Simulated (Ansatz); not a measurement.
## Moving the choice of potentials or basis in Ta3AsAu2O13

```cif
data_structure
_symmetry_space_group_name_H-M 'Cm'
_symmetry_Int_Tables_number 8
_cell_length_a 12.8606
_cell_length_b 3.8867
_cell_length_c 10.9857
_cell_angle_alpha 90.000
_cell_angle_beta 103.453
_cell_angle_gamma 90.000
_cell_volume 534.05
loop_
_atom_site_label
_atom_site_type_symbol
_atom_site_symmetry_multiplicity
_atom_site_Wyckoff_symbol
_atom_site_fract_x
_atom_site_fract_y
_atom_site_fract_z
_atom_site_occupancy
Ta1 Ta 2 a 0.07826 0.50000 0.64711 1
Ta2 Ta 2 a 0.39486 0.00000 0.32384 1
Ta3 Ta 2 a 0.16425 0.50000 0.01135 1
As1 As 2 a 0.37801 0.00000 0.99653 1
Au1 Au 2 a 0.28392 0.00000 0.65220 1
Au2 Au 2 a 0.19477 0.50000 0.36737 1
O1 O 2 a 0.30033 0.00000 0.84521 1
O2 O 2 a 0.43734 0.00000 0.65327 1
O3 O 2 a 0.22623 0.50000 0.55508 1
O4 O 2 a 0.17006 0.50000 0.18223 1
O5 O 2 a 0.01737 0.50000 0.44874 1
O6 O 2 a 0.24649 0.00000 0.37255 1
O7 O 2 a 0.13722 0.50000 0.81711 1
O8 O 2 a 0.12031 0.00000 0.63406 1
O9 O 2 a 0.42573 0.00000 0.16432 1
O10 O 2 a 0.38329 0.50000 0.32932 1
O11 O 2 a 0.00675 0.50000 0.96922 1
O12 O 2 a 0.33399 0.50000 0.01283 1
O13 O 2 a 0.20082 0.00000 0.01766 1
```

The cell comes from a database or a generator and needn't be the stable form of this composition.

Kept alike: task single point; functional PBE; k mesh 7 × 7 × 3; occupations fermi-dirac, width 0.05 eV; no spin polarisation. Program: Ansatz. Cutoffs run from 900 to 1380 eV. The mesh is that of the run's cell of 19 atoms. No spin-orbit coupling.

```csv
choice of potentials or basis,pressure (GPa)
Ansatz NC,0.16
Ansatz PAW (files of its older set among them),0.12
JTH PAW,0.89
```

Pressure is positive in compression, with a Pulay correction for the finite cutoff. For a metal such a mesh leaves the last digits unconverged.

The pressure runs from 0.12 (Ansatz PAW (files of its older set among them)) to 0.89 GPa (JTH PAW).
